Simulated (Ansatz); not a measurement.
Here is the system:

Bi$_{2}$Te$_{2}$Se:
```
CELL_PARAMETERS angstrom
      2.16344     1.24906    10.59218
     -2.16344     1.24906    10.59218
      0.00000    -2.49812    10.59218
ATOMIC_POSITIONS crystal
  Bi 0.60814 0.60814 0.60814
  Bi 0.39186 0.39186 0.39186
  Te 0.21974 0.21974 0.21974
  Te 0.78026 0.78026 0.78026
  Se 0.00000 0.00000 0.00000
```

This is the r²SCAN-relaxed structure.

Problem. All from r²SCAN (plane waves, PAW; program Ansatz), unless another level is named. Give the formation energy from the elements (no fitted shifts).

Solution. -342 meV/atom.

Problem. What about the band gap?

Solution. 0.73 eV (direct).

Problem. What about the valence-band maximum?

Solution. at Γ.

Space group R-3m. The first step of the workflow began from a Materials Project structure, measured or hypothetical; the Crystallography Open Database copy checked does not list it. Whether it is the stable phase at ambient conditions was not checked. The r²SCAN relaxation kept the symmetry of its start; its stability against distortions is not shown here. A crystal of weakly bound layers computed without a dispersion correction: the cell and the soft elastic constants depend strongly on that. The references are the lowest solids computed at this level, not always the standard phases. Spin–orbit coupling is left out wherever it is not named.

Potentials: the later of the program's two PAW sets.
